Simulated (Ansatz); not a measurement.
ZrIr2 (cubic Laves (MgCu2 type), Fd-3m), plane-wave PAW LDA (Ansatz code), all energies at zero smearing, with the estimated change up to a 700 eV cutoff added, with one set of potentials and settings (totals compare only within such a set). Cell of 6 atoms (2 Zr, 4 Ir): -54812.638 eV.

```json
[
 {"element": "Zr", "reference phase": "P6/mmm, 3 atoms in the cell", "E (eV/atom)": "-4077.4793"},
 {"element": "Ir", "reference phase": "Fm-3m, 1 atoms in the cell", "E (eV/atom)": "-11663.3971"}
]
```

Formation energy per atom, worked out: (-54812.638 − 2×(-4077.4793) − 4×(-11663.3971))/6 = -0.682 eV/atom (-66 kJ per mol of atoms), at 0 K, without zero-point energy or fitted corrections.

The workflow started from an entry of the Crystallography Open Database (COD). Its standing as an ambient phase is unchecked. Symmetry was held in the LDA relaxation. At this level the phase is dynamically unstable (imaginary phonons). No spin polarisation was allowed. The references are the lowest solids computed at this level, not always the standard phases. Scalar-relativistic: spin–orbit coupling is off unless named, which matters more the heavier the elements.

Potentials: the later of the program's two PAW sets.
